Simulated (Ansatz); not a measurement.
HfO₂:
```
CELL_PARAMETERS angstrom
      0.00000     2.50089     2.50089
      2.50089     0.00000     2.50089
      2.50089     2.50089     0.00000
ATOMIC_POSITIONS crystal
  Hf 0.00000 0.00000 0.00000
  O  0.75000 0.75000 0.75000
  O  0.25000 0.25000 0.25000
```

Relaxed with LDA. Special points in fractions of this cell's reciprocal vectors: Γ (0.000, 0.000, 0.000); X (0.500, 0.000, 0.500); U (0.625, 0.250, 0.625); K (0.375, 0.375, 0.750); L (0.500, 0.500, 0.500); W (0.500, 0.250, 0.750).

Q: List the band energies nearest the valence-band maximum at these points for LDA (plane waves, PAW; program Ansatz).

A: In eV from the valence-band maximum; about four levels below and three above (degenerate sets whole), none deeper than 8.9 eV; points with the same levels are listed once.

| k | below | above |
|---|---|---|
| Γ | -5.73 -5.73 -5.73 -0.65 -0.65 -0.65 | 3.76 3.76 5.92 |
| X | -3.60 -3.60 -1.69 -1.69 0.00 | 3.66 5.52 6.95 |
| U | -3.51 -2.44 -1.43 -0.36 | 4.25 5.45 7.21 |
| L | -3.21 -2.84 -1.90 -1.90 | 4.55 4.55 7.31 |
| W | -2.71 -2.71 -1.54 -0.23 | 4.78 5.14 7.36 7.36 |

Space group Fm-3m (fluorite). This is a known high-temperature phase of the composition, computed here at zero pressure and temperature. The LDA relaxation kept the symmetry of its start. At this level the phase is dynamically unstable (imaginary phonons). No spin polarisation was allowed. Scalar-relativistic: spin–orbit coupling is off unless named, which matters more the heavier the elements.

Potentials: the earlier of the program's two PAW sets. The files were generated under PBE; for other functionals the program regenerates the frozen cores, and for LDA and PBEsol the local potential too.
